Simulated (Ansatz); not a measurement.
The relaxed structure here is a generated cell of Nb2C: the first start was made by a random draw of sites in a space group, and the end was not matched to a known phase here, so it may be hypothetical.

The start is a randomly generated symmetric cell of Nb2C (space group No. 25). The cell and all atomic positions are relaxed at zero pressure with PBEsol (plane waves to 420 eV, PAW, scalar-relativistic; Ansatz, a first-principles code). First-step values are on the input's coarse k-mesh.

Ansatz input (later rounds restart from its end on a renewed k-mesh):
Ansatz 0.2 input:
```yaml
crystal:
  lattice:
    - [2.1698068, 0, 0]
    - [0, 3.74528, 0]
    - [0, 0, 5.5084415]
  atoms:
    - { symbol: C, position: [0, 0, 0.65713883] }
    - { symbol: Nb, position: [0, 0.5, 0.88007703] }
    - { symbol: Nb, position: [0, 0, 0.24599249] }
basis: { ecutwfc: 420, ecutrho_ratio: 4, xc_grid: 2, fft_grid_basis: typed }
kpoints: { mp_grid: { grid: [10, 6, 4] } }
hamiltonian:
  xc: pbesol
  dispersion: none
  pseudopotentials: { kind: paw }
scf: { occupations: { method: fermi_dirac, width: 0.05 } }
relax: { f_tol: 0.01, max_steps: 100, cell: { stress_tol: 0.02 } }
output: { forces: true, stress: true }
```

| Quantity | Value |
|---|---|
| Outcome | The space group stays Pmm2 (No. 25) (the run could not lower it), with 3 atoms in the primitive cell |
| Energy released | about 1.1 eV/atom |
| Volume change | +8.0 %, from 14.92 to 16.12 Å³/atom |
| Band gap at the end | zero (metallic) |
| Optimiser moves | 22 |

It ends as:

```cif
data_CNb2
_chemical_formula_sum 'C1 Nb2'
_space_group_name_H-M_alt 'Pmm2'
_space_group_IT_number 25
_space_group_name_Hall 'P 2 -2'
_cell_length_a 2.62188
_cell_length_b 3.15569
_cell_length_c 5.84585
_cell_angle_alpha 90.000
_cell_angle_beta 90.000
_cell_angle_gamma 90.000
loop_
_space_group_symop_operation_xyz
  'x, y, z'
  '-x, -y, z'
  '-x, y, z'
  'x, -y, z'
loop_
_atom_site_label
_atom_site_type_symbol
_atom_site_symmetry_multiplicity
_atom_site_Wyckoff_symbol
_atom_site_fract_x
_atom_site_fract_y
_atom_site_fract_z
_atom_site_occupancy
C1 C 1 a 0.00000 0.00000 0.63383 1
Nb1 Nb 1 b 0.00000 0.50000 0.85650 1
Nb2 Nb 1 a 0.00000 0.00000 0.29288 1
```

Final values are on a 18×15×8 k-mesh of the relaxed cell. The start holds a very short contact (C–C 2.17 Å). No spin polarisation in the result.

The run could not lose the symmetry of its start, so the end can be a saddle point.
